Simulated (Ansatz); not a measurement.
Input:

AlRu:
```yaml
crystal:
  lattice:
    - [2.97626, 0.00000, 0.00000]
    - [0.00000, 2.97626, 0.00000]
    - [0.00000, 0.00000, 2.97626]
  atoms:
    - { symbol: Al, position: [0.00000, 0.00000, 0.00000] }
    - { symbol: Ru, position: [0.50000, 0.50000, 0.50000] }
```

This is the PBEsol-relaxed structure.

**Question.** All from PBEsol (plane waves, PAW; program Ansatz), unless another level is named. Estimate the Poisson's ratio.

**Answer.** 0.28.

**Question.** And the elastic constants (relaxed ions, GPa)?

**Answer.** C11 = 340, C12 = 159, C44 = 136.

Space group Pm-3m (CsCl type). Symmetry was held in the PBEsol relaxation. No spin polarisation was allowed. As this level gives no gap, shear constants depend on the k-mesh and smearing (Fermi–Dirac, 0.1 eV here).

Potentials: the later of the program's two PAW sets.
